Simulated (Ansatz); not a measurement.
The relaxed structure here is a generated cell of HfO2: the first start was made by placing the elements on the sites of a structure type, and the end was not matched to a known phase here, so it may be hypothetical. Known forms of HfO2 include space group No. 14, 29, 137, 225.

A relaxed structure of HfO2. Space group Pn-3m (No. 224), AFLOW prototype A2B_cP6_224_b_a (C3, as in Cu2O). Level of theory: PBEsol (plane waves to 420 eV, PAW, scalar-relativistic; Ansatz, a program for electronic structure).

Space group Pn-3m, origin choice 1 (No. 224); a = 4.4988 Å, b = 4.4988 Å, c = 4.4988 Å, α = 90.00°, β = 90.00°, γ = 90.00°

```
atom  site  symmetry       x       y       z
----  ----  --------  ------  ------  ------
O       4c      .-3m  0.7500  0.7500  0.7500
Hf      2a      -43m  0.0000  0.0000  0.0000
```

Estimate the band gap that PBEsol returns for this input.

4.15 eV, direct at Γ (no spin-orbit coupling).

No spin polarisation in the result.

The run could not lose the symmetry of its start; a randomly shaken copy of 12 atoms returns to this structure.

All atoms sit on sites fixed by symmetry, so only the cell could relax.
